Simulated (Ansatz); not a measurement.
SrZrO3:
```
CELL_PARAMETERS angstrom
      4.11123     0.00000     0.00000
      0.00000     4.11123     0.00000
      0.00000     0.00000     4.19216
ATOMIC_POSITIONS crystal
  Sr 0.50000 0.50000 0.55394
  Zr 0.00000 0.00000 0.00406
  O  0.00000 0.00000 0.48198
  O  0.50000 0.00000 0.95201
  O  0.00000 0.50000 0.95201
```

Relaxed with PBEsol. Independent-particle spectrum: no excitons, no local fields, no scissors shift; 0.1 eV broadening; ε₁ of the summed bands alone.

Problem. Tabulate the dielectric function from PBEsol in the plane-wave PAW code Ansatz.

Solution. 

| E (eV) | ε₁ xx | ε₂ xx | ε₁ zz | ε₂ zz |
|---|---|---|---|---|
| 0.0 | 4.58 | 0.00 | 4.54 | 0.00 |
| 0.4 | 4.58 | 0.00 | 4.54 | 0.00 |
| 0.8 | 4.62 | 0.00 | 4.58 | 0.00 |
| 1.2 | 4.67 | 0.00 | 4.63 | 0.00 |
| 1.6 | 4.76 | 0.00 | 4.71 | 0.00 |
| 2.0 | 4.87 | 0.00 | 4.82 | 0.00 |
| 2.4 | 5.03 | 0.00 | 4.96 | 0.00 |
| 2.8 | 5.24 | 0.00 | 5.15 | 0.00 |
| 3.2 | 5.54 | 0.00 | 5.42 | 0.00 |
| 3.6 | 6.03 | 0.00 | 5.79 | 0.00 |
| 4.0 | 6.82 | 0.48 | 6.38 | 0.01 |
| 4.4 | 7.49 | 1.02 | 7.51 | 0.23 |
| 4.8 | 7.72 | 2.20 | 8.82 | 1.49 |
| 5.2 | 8.29 | 3.53 | 9.12 | 4.23 |
| 5.6 | 7.66 | 5.15 | 7.97 | 5.86 |
| 6.0 | 7.01 | 6.89 | 7.32 | 7.83 |
| 6.4 | 3.73 | 9.02 | 0.81 | 10.58 |
| 6.8 | 1.23 | 7.13 | 0.05 | 4.83 |
| 7.2 | 0.93 | 5.11 | 1.18 | 3.39 |
| 7.6 | 0.93 | 4.03 | 2.45 | 3.67 |
| 8.0 | 1.53 | 3.67 | 2.23 | 3.27 |
| 8.4 | 2.21 | 3.25 | 3.44 | 6.40 |
| 8.8 | 2.24 | 4.27 | 0.79 | 4.62 |
| 9.2 | 1.86 | 4.63 | 2.03 | 4.80 |
| 9.6 | 1.08 | 5.16 | -0.06 | 6.04 |
| 10.0 | 0.05 | 4.59 | -0.25 | 4.42 |
| 10.4 | -0.76 | 4.16 | -1.01 | 4.19 |
| 10.8 | -1.02 | 3.44 | -1.72 | 3.09 |
| 11.2 | -1.15 | 2.54 | -1.40 | 1.99 |
| 11.6 | -0.63 | 1.98 | -0.87 | 1.62 |
| 12.0 | -0.55 | 1.91 | -0.58 | 1.34 |

Problem. From ε at 3.9 eV (xx: 6.71 + 0.30i), find n, k, the normal reflectivity and the absorption coefficient.

Solution. n = 2.59, k = 0.058, R = 20 %, α = 2kE/ħc = 23000 cm⁻¹.

With all bands, ε∞ without local fields is 4.72 (xx = yy), 4.68 (zz). DFPT, with local fields, gives 4.58 (xx = yy), 4.48 (zz).

Space group P4mm. The workflow started from a Materials Project entry (that database holds measured and hypothetical structures alike); the Crystallography Open Database copy checked does not list it. COD files the formula under space group No. 62, 63, 221, so this cell is another polymorph or a model. Whether it is the stable phase at ambient conditions was not checked. The PBEsol relaxation kept the symmetry of its start. At this level the phase is dynamically unstable (imaginary phonons). No spin polarisation was allowed. Scalar-relativistic: spin–orbit coupling is off unless named, which matters more the heavier the elements.

Potentials: the later of the program's two PAW sets.
